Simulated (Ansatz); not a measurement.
GaP:
```
CELL_PARAMETERS angstrom
      3.59909     0.00000     0.00000
      0.00000     3.59909     0.00000
      0.00000     0.00000     6.43364
ATOMIC_POSITIONS crystal
  Ga 0.00000 0.50000 0.00000
  Ga 0.50000 0.00000 0.50000
  P  0.00000 0.00000 0.25000
  P  0.00000 0.00000 0.75000
```

Relaxed with r²SCAN. Special points in fractions of this cell's reciprocal vectors: Γ (0.000, 0.000, 0.000); X (0.000, 0.500, 0.000); M (0.500, 0.500, 0.000); Z (0.000, 0.000, 0.500); R (0.000, 0.500, 0.500); A (0.500, 0.500, 0.500).

Task: List the band energies nearest the Fermi level at these points for the program Ansatz at the r²SCAN level (PAW).

Result: In eV from the Fermi level; about four levels below and three above (degenerate sets whole), none deeper than 8.9 eV; points with the same levels are listed once.

```json
[
 {"k": "Γ", "below": "-8.51 -2.25 -2.25 -1.01", "above": "0.03 0.29 0.29"},
 {"k": "X", "below": "-6.84 -4.36 -2.10 -1.49", "above": "0.34 0.73 2.49"},
 {"k": "M", "below": "-5.51 -3.69 -3.69 -1.30", "above": "0.80 0.80 1.46"},
 {"k": "Z", "below": "-1.77 -1.77 -0.83 -0.83", "above": "1.89 1.89 4.11 4.11"},
 {"k": "R", "below": "-5.41 -3.75 -3.73 -1.29", "above": "0.24 0.68 1.69"},
 {"k": "A", "below": "-2.38 -2.38 -0.37 -0.37", "above": "2.83 2.83 4.37 4.37"}
]
```

Space group P4_2/mmc. The cell is a constructed one: a structure type filled with these elements; neither database checked (COD, Materials Project) lists it. It is not the phase usual at ambient conditions (space group No. 216). The r²SCAN relaxation kept the symmetry of its start; its stability against distortions is not shown here. Scalar-relativistic: spin–orbit coupling is off unless named, which matters more the heavier the elements.

Potentials: the later of the program's two PAW sets.
